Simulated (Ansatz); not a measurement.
TaRu (rock salt, Fm-3m), r²SCAN (plane waves, PAW; program Ansatz), all energies at zero smearing, with the estimated change up to a 700 eV cutoff added, with one set of potentials and settings (totals compare only within such a set). Cell of 2 atoms (1 Ru, 1 Ta): -15834.361 eV.

```tsv
element	reference phase	E (eV/atom)
Ru	P6_3/mmc, 2 atoms in the cell	-5890.7039
Ta	Im-3m, 1 atoms in the cell	-9944.3222
```

Formation energy per atom, worked out: (-15834.361 − 1×(-5890.7039) − 1×(-9944.3222))/2 = 0.333 eV/atom (32 kJ per mol of atoms), at 0 K, without zero-point energy or fitted corrections.

The start of the workflow was typed in or built on a structure type; neither database checked (COD, Materials Project) lists it. COD files the formula under space group No. 123, 221, so this cell is another polymorph or a model. Whether it is the stable phase at ambient conditions was not checked. Symmetry was held in the r²SCAN relaxation. At this level the phase is mechanically unstable. No spin polarisation was allowed. Its formation energy is positive at this level, so the cell may be metastable or incomplete. The references are the lowest solids computed at this level, not always the standard phases. Spin–orbit coupling is left out wherever it is not named.

Potentials: the later of the program's two PAW sets.
